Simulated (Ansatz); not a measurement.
# Bi₈Te₉ — quadrupolar parameters

The cell is a Materials Project structure (computed, not necessarily an observed phase), atoms as given.

```yaml
crystal:
  lattice:
    - [2.24143, 1.29409, 34.89608]
    - [-2.24143, 1.29409, 34.89608]
    - [0.00000, -2.58818, 34.89608]
  atoms:
    - { symbol: Bi, position: [0.82539, 0.82539, 0.82539] }
    - { symbol: Bi, position: [0.11762, 0.11762, 0.11762] }
    - { symbol: Bi, position: [0.64750, 0.64750, 0.64750] }
    - { symbol: Bi, position: [0.58788, 0.58788, 0.58788] }
    - { symbol: Bi, position: [0.41213, 0.41213, 0.41213] }
    - { symbol: Bi, position: [0.35250, 0.35250, 0.35250] }
    - { symbol: Bi, position: [0.17461, 0.17461, 0.17461] }
    - { symbol: Bi, position: [0.88238, 0.88238, 0.88238] }
    - { symbol: Te, position: [0.70211, 0.70211, 0.70211] }
    - { symbol: Te, position: [0.53255, 0.53255, 0.53255] }
    - { symbol: Te, position: [0.93744, 0.93744, 0.93744] }
    - { symbol: Te, position: [0.29789, 0.29789, 0.29789] }
    - { symbol: Te, position: [0.46745, 0.46745, 0.46745] }
    - { symbol: Te, position: [0.76507, 0.76507, 0.76507] }
    - { symbol: Te, position: [0.00000, 0.00000, 0.00000] }
    - { symbol: Te, position: [0.23493, 0.23493, 0.23493] }
    - { symbol: Te, position: [0.06256, 0.06256, 0.06256] }
```

Sites (sets of like atoms) are named by element and the number of their first atom in this list.

Computed with Ansatz: DFT, r2SCAN, plane waves and PAW, scalar-relativistic, 500 eV cutoff, Γ-centred 9×9×9 k-points, Fermi–Dirac smearing 0.05 eV.

V_zz is the principal component of the electric field gradient with the largest magnitude, η = (V_xx − V_yy)/V_zz and C_Q = eQV_zz/h.

209Bi: I = 9/2, Q = -516.0 mb. Quadrupole moments are those of Pyykkö's year-2017 table.

```tsv
site	atoms (order as listed)	first shell	V_zz (10²¹ V/m²)	η	C_Q (MHz)
Bi1	1, 7	3 Bi at 3.08 Å, 3 Te at 3.65 Å	2.75	0.00	-34.3
Bi2	2, 8	6 Te at 3.11–3.28 Å	2.30	0.00	-28.7
Bi3	3, 6	6 Te at 3.10–3.27 Å	0.79	0.00	-9.85
Bi4	4, 5	6 Te at 3.10–3.30 Å	0.30	0.00	-3.70
Te9	9, 12	3 Bi at 3.10 Å	-5.27	0.00	–
Te10	10, 13	6 Bi at 3.11–3.65 Å	-1.88	0.00	–
Te11	11, 17	3 Bi at 3.10 Å	-5.73	0.00	–
Te14	14, 16	6 Bi at 3.28–3.30 Å	8.01	0.00	–
Te15	15	6 Bi at 3.27 Å	6.75	0.00	–
```

An axis of threefold or higher order runs through Bi1, Bi2, Bi3, Bi4, Te9 and Te10 and others, so V_zz lies along it and η is zero.

Te has no stable isotope with a ground-state quadrupole moment in the table, so no C_Q is given.

With no gap above 0.1 eV, as in a metal, the gradients converge slowly in k; expect changes of a tenth or more on a denser mesh. Spin–orbit coupling is left out, which shifts gradients on Bi by a few per cent in wide-gap crystals, and can shift them far more where the calculated gap is small or absent, as here.
